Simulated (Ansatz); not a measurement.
Here is the system:

AlPt:
```cif
data_Al4Pt4
_chemical_formula_sum 'Al4 Pt4'
_space_group_name_H-M_alt 'P213'
_space_group_IT_number 198
_space_group_name_Hall 'P 2ac 2ab 3'
_cell_length_a 4.87756
_cell_length_b 4.87756
_cell_length_c 4.87756
_cell_angle_alpha 90.000
_cell_angle_beta 90.000
_cell_angle_gamma 90.000
loop_
_atom_site_label
_atom_site_type_symbol
_atom_site_symmetry_multiplicity
_atom_site_Wyckoff_symbol
_atom_site_fract_x
_atom_site_fract_y
_atom_site_fract_z
_atom_site_occupancy
Al1 Al 4 a 0.84412 0.84412 0.84412 1
Pt1 Pt 4 a 0.15493 0.15493 0.15493 1
```

This is the r²SCAN-relaxed structure.

### Question
All from r²SCAN in the plane-wave PAW code Ansatz, unless another level is named. Predict the Debye temperature from the elastic constants.

### Answer
349 K.

### Question
Predict the highest zone-centre frequency.

### Answer
340 cm⁻¹.

Space group P2_13. The first step of the workflow began from a Materials Project structure, measured or hypothetical; the Crystallography Open Database copy checked does not list it. With Al and Pt taken as one species the cell has the higher symmetry Pa-3, so it may be an ordered model of a mixed-site phase. Its standing as an ambient phase is unchecked. The cell was relaxed with r²SCAN under the symmetry of its start; whether a distortion lowers the energy is not shown. No spin polarisation was allowed. As this level gives no gap, shear constants depend on the k-mesh and smearing (Fermi–Dirac, 0.1 eV here). As this level gives no gap, phonon frequencies hold no LO–TO term and depend on the k-mesh and smearing (Fermi–Dirac, 0.1 eV here). Spin–orbit coupling is left out wherever it is not named.

Potentials: the earlier of the program's two PAW sets.
